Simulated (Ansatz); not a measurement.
The relaxed structure here is a generated cell of MoRu: the first start was made by placing the elements on the sites of a structure type, and the end was not matched to a known phase here, so it may be hypothetical.

A relaxed cell of MoRu (Cmmm (No. 65)), relaxed on a k-mesh at least as fine as the one used below. These are PBEsol (plane waves to 420 eV, PAW, scalar-relativistic; Ansatz, a program for electronic structure) values and carry that method's errors. Γ-centred k-mesh 7×4×11 on the run's cell (coarser than for final values), Fermi–Dirac smearing 0.05 eV.

```
CELL_PARAMETERS angstrom
      3.03739    -3.33072     0.00000
      6.07479     6.66144     0.00000
      0.00000     0.00000     2.84224
ATOMIC_POSITIONS crystal
  Ru 0.78689 0.10656 0.50000
  Ru 0.78689 0.60656 0.50000
  Ru 0.21311 0.39344 0.50000
  Ru 0.21311 0.89344 0.50000
  Mo 0.29385 0.14692 0.00000
  Mo 0.29385 0.64692 0.00000
  Mo 0.70615 0.35308 0.00000
  Mo 0.70615 0.85308 0.00000
```

The atoms are displaced by (Å):

| atom | ux | uy | uz |
|---|---|---|---|
| Ru1 | 0.136 | -0.056 | -0.137 |
| Ru2 | 0.013 | -0.027 | 0.057 |
| Ru3 | 0.012 | 0.041 | -0.162 |
| Ru4 | 0.067 | 0.023 | 0.171 |
| Mo5 | -0.046 | -0.021 | -0.017 |
| Mo6 | -0.039 | -0.029 | -0.032 |
| Mo7 | 0.042 | -0.095 | -0.164 |
| Mo8 | -0.111 | 0.012 | -0.031 |

Task: What forces (eV/Å) and pressure result?

Result: 
| atom | Fx | Fy | Fz |
|---|---|---|---|
| Ru1 | -1.47 | 0.46 | 0.69 |
| Ru2 | -0.24 | 0.46 | -0.82 |
| Ru3 | 0.29 | -1.05 | 0.73 |
| Ru4 | -1.13 | -0.31 | -1.60 |
| Mo5 | 1.39 | -0.43 | -0.08 |
| Mo6 | -0.10 | 0.13 | 0.10 |
| Mo7 | -0.72 | 0.92 | 0.27 |
| Mo8 | 1.98 | -0.19 | 0.72 |

Pressure +3.8 GPa.

Task: Estimate the energy cost of the displacement in the harmonic approximation and compare with the calculation.

Result: For a harmonic well ΔE = −½ Σ F·u = 0.680 eV a cell, or 85 meV/atom. The calculated energy relative to the undisplaced cell is +0.09 eV/atom, so the harmonic estimate holds well.

No spin polarisation in the result.

The run that gave the undisplaced cell could not lose the symmetry of its start; a randomly shaken copy of 8 atoms returns to this structure.
